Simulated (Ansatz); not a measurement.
Input file for Ansatz (a first-principles code):

Ansatz 0.2 input:
```yaml
crystal:
  lattice:
    - [5.258004422, 0.0, 0.0]
    - [0.0, 5.258004422, 0.0]
    - [0.0, 0.0, 5.258004422]
  atoms:
    - { symbol: Cs, position: [0.0, 0.0, 0.0] }
    - { symbol: Cd, position: [0.5, 0.5, 0.5] }
    - { symbol: Cl, position: [0.0, 0.5, 0.5] }
    - { symbol: Cl, position: [0.5, 0.0, 0.5] }
    - { symbol: Cl, position: [0.5, 0.5, 0.0] }
kpoints:
  mp_grid: { grid: [3, 3, 3] }
hamiltonian:
  xc: hse06
  pseudopotentials: { kind: paw }
scf:
  n_extra_bands: 6
  occupations: { method: fixed }
output:
  eigenvalues: true
  eigenstates:
    e_range: [-9.0, 11.7]
    kpoints:
      - [0.5, 0.5, 0.5]  # VBM
      - [0.0, 0.0, 0.0]  # CBM
      - [0.0, 0.0, 0.0]  # GAMMA
      - [0.5, 0.5, 0.5]  # R
      - [0.5, 0.5, 0.0]  # M
      - [0.0, 0.5, 0.0]  # X
```

Output (shortened):

```
Pseudopotential: Cs, paw, valence charge 9
Pseudopotential: Cd, paw, valence charge 20
Pseudopotential: Cl, paw, valence charge 7
Functional definition: HSE06
davidson cushion auto → on  (no smearing: the cushion is to keep the highest requested band from converging to the state above it …
Crystal: 5 atoms, lattice volume = 145.366 Å³
Basis set: ecut = 420 eV, 2897 PW (Γ)
Bands: 31, of which v1, the nominal top of the filled ones, is band 25 counted from 1 (24 counted from 0)
Symmetry: 48 space group operations
Space group: Pm-3m (ITA 221), of the structure as read, at distance tolerance 5.3e-5 Å
k-points: 4 of 27
SCF iter   1: F=—  HF=-17171.134508 eV  |F-HF|=—  |Δ(HF+E_count)|=         —  Δρ=8.50e-4  dr2=9.49e-4  ethr=1.77e-3  ⟨swp⟩=13.8  Hψ=625  notcnv=0
preconditioner: auto → none
iter 2 solved again at ethr=4.78e-8 eV; its pass at ethr=1.90e-6 eV (dr2=2.39e-5 eV) is discarded
SCF iter   2: F=-17171.135601 eV  HF=-17171.135596 eV  |F-HF|=5.36e-6  |Δ(HF+E_count)|=   1.09e-3  Δρ=1.49e-4  dr2=2.34e-5  ethr=4.78e-8  ⟨swp⟩=4.8  Hψ=842  notcnv=0  defer=1
SCF 1 stopped early in 2 iterations: F = -17171.135601 eV  dr2 = 2.34e-5
Crystal: 5 atoms, lattice volume = 145.366 Å³
Exchange kernel: α = 0.2500, screened, ω = 0.2079 Å⁻¹, Wigner–Seitz truncation, v(0) = 1033.4655 eV·Å³, q-mesh 3×3×3, nearest image of the exchange supercell L …
Frozen-core exchange: fock
SCF iter   1: F=—  HF=-17182.142803 eV  |F-HF|=—  |Δ(HF+E_count)|=         —  Δρ=4.50e-3  dr2=2.09e-2  ethr=4.67e-7  ⟨swp⟩=8.2  Hψ=723  notcnv=0
preconditioner: auto → none
SCF iter   2: F=—  HF=-17182.137499 eV  |F-HF|=—  |Δ(HF+E_count)|=   5.30e-3  Δρ=1.79e-3  dr2=3.44e-3  ethr=4.67e-7  ⟨swp⟩=5.0  Hψ=459  notcnv=0
SCF iter   3: F=—  HF=-17182.148534 eV  |F-HF|=—  |Δ(HF+E_count)|=   1.10e-2  Δρ=1.05e-3  dr2=1.15e-3  ethr=4.67e-7  ⟨swp⟩=5.2  Hψ=448  notcnv=0
SCF iter   4: F=—  HF=-17182.148247 eV  |F-HF|=—  |Δ(HF+E_count)|=   2.86e-4  Δρ=1.29e-4  dr2=3.31e-5  ethr=4.67e-7  ⟨swp⟩=4.0  Hψ=387  notcnv=0
SCF iter   5: F=-17182.148410 eV  HF=-17182.148415 eV  |F-HF|=5.19e-6  |Δ(HF+E_count)|=   1.68e-4  Δρ=9.01e-5  dr2=1.00e-5  ethr=2.84e-8  ⟨swp⟩=5.0  Hψ=418  notcnv=0
SCF 2 stopped early in 5 iterations: F = -17182.148410 eV  dr2 = 1.00e-5
hybrid outer 1: dexx = +1.298e-2 eV, tail = 5.20e-5 eV
Crystal: 5 atoms, lattice volume = 145.366 Å³
Exchange kernel: α = 0.2500, screened, ω = 0.2079 Å⁻¹, Wigner–Seitz truncation, v(0) = 1033.4655 eV·Å³, q-mesh 3×3×3, nearest image of the exchange supercell L …
Frozen-core exchange: fock
SCF iter   1: F=—  HF=-17182.148418 eV  |F-HF|=—  |Δ(HF+E_count)|=         —  Δρ=3.20e-5  dr2=4.98e-7  ethr=5.20e-7  ⟨swp⟩=3.2  Hψ=291  notcnv=0
preconditioner: auto → none
SCF iter   2: F=—  HF=-17182.148419 eV  |F-HF|=—  |Δ(HF+E_count)|=   7.59e-7  Δρ=1.52e-5  dr2=2.42e-7  ethr=8.90e-10  ⟨swp⟩=4.8  Hψ=465  notcnv=0  defer=2
iter 3 solved again at ethr=3.87e-11 eV; its pass at ethr=4.52e-10 eV (dr2=1.93e-8 eV) is discarded
SCF iter   3: F=-17182.148419 eV  HF=-17182.148419 eV  |F-HF|=3.64e-9  |Δ(HF+E_count)|=   6.46e-8  Δρ=6.74e-6  dr2=2.02e-8  ethr=3.87e-11  ⟨swp⟩=2.8  Hψ=598  notcnv=0
SCF 3 converged in 3 iterations: F = -17182.148419 eV  dr2 = 2.02e-8
hybrid outer 2: dexx = +4.394e-7 eV, tail = 6.84e-8 eV, Δε = 3.52e-3 eV (about 1.73e-4 eV left of the loop's levels)
NSCF: frozen V_eff on 6 k-points
hybrid SCF converged: 2 outer / 8 inner (+2 warm-up), last move |dexx| = 4.39e-7 eV, tail = 6.84e-8 eV
Stability not checked (fock_operator)
Free energy (F): -17182.148419 eV
Frozen-core exchange: fock
Harris-Foulkes:  -17182.148419 eV  (|F-HF|=3.64e-9)
Internal energy: -17182.148419 eV  (E = F + TS)
E sigma→0 (E₀):  -17182.148419 eV
Fermi energy:    2.368440 eV
--- Per-component energies (eV) ---
  E_band       = -732.342131
  E_kinetic    = 1132.012070
  E_local      = -5694.509577  (includes V_loc(G=0)·N_el)
  E_nonlocal   = 151.679258
  E_hartree    = 2525.969390
  E_xc         = -539.047779
  E_vxc        = -569.106291  (∫ρ·V_xc dr)
  E_exx        = -150.621714  (= α·E_x^exact, valence–valence)
  E_paw        = -11124.995254  (= ΣΔE_a)
  E_vpaw       = -503.116275  (= ΣTr[D̂ρ^β])
  E_aug_tail   = 0.000281  (compensation charges beyond the density's cutoff)
  E_ewald      = -3481.541838
  E_core_change = -1.093256  (= ΣΔE_core)
  E_smearing   =  0.000000  (= −TS)
  E_closure    =  0.000000  (closes the sum)
  Σ components = -17182.148419   (vs F -17182.148419, Δ=3.64e-12)
  [band-id]    e_kinetic+e_local+e_nonlocal+2·e_hartree+e_vxc+2·e_exx+e_vpaw+e_augmentation_tail = -732.345182   (vs E_band -732.342131, Δ=-3.05e-3)
--- Band table (eV) ---
  k-point 0: bands = ["-102.7153", "-62.4716", "-62.4716", "-62.4716", "-17.4993", "-12.0533", "-11.5316", "-11.5316", "-4.8082", "-4.8082", "-4.8082", "-4.5650", "-4.5650", "-3.4178", "-3.4178", "-3.4178", "-0.1177", "-0.1177", "-0.1177", "1.7295", "1.7295", …
  k-point 1: bands = ["-102.7153", "-62.4717", "-62.4717", "-62.4717", "-17.4924", "-11.9533", "-11.5658", "-11.5276", "-5.0659", "-4.8390", "-4.8390", "-4.8077", "-4.5647", "-3.3532", "-3.3532", "-3.3328", "-0.0629", "-0.0629", "0.2622", "1.3802", "1.5936", …
  k-point 2: bands = ["-102.7153", "-62.4717", "-62.4717", "-62.4717", "-17.4867", "-11.8318", "-11.5757", "-11.5520", "-5.2030", "-4.8701", "-4.8615", "-4.8361", "-4.8333", "-3.4138", "-3.3549", "-3.3155", "-0.7817", "0.1024", "0.9272", "1.3632", "1.5078", …
  k-point 3: bands = ["-102.7153", "-62.4717", "-62.4717", "-62.4717", "-17.4822", "-11.7168", "-11.5670", "-11.5670", "-5.2004", "-5.2004", "-4.8753", "-4.8753", "-4.8652", "-3.4547", "-3.4547", "-3.3806", "-1.8161", "1.0283", "1.2590", "1.2590", "1.7799", …
```

Cost: about 80 core-seconds (a rough figure) on shared cores.

The points marked VBM and CBM come from a semilocal run.

The workflow started from a Materials Project entry (that database holds measured and hypothetical structures alike); the Crystallography Open Database files this formula in space group No. 221, but the cells were not matched. Whether it is the stable phase at ambient conditions was not checked. The r²SCAN relaxation kept the symmetry of its start; its stability against distortions is not shown here. Spin–orbit coupling is left out wherever it is not named.

Potentials: the later of the program's two PAW sets.

Ansatz is a plane-wave DFT program.
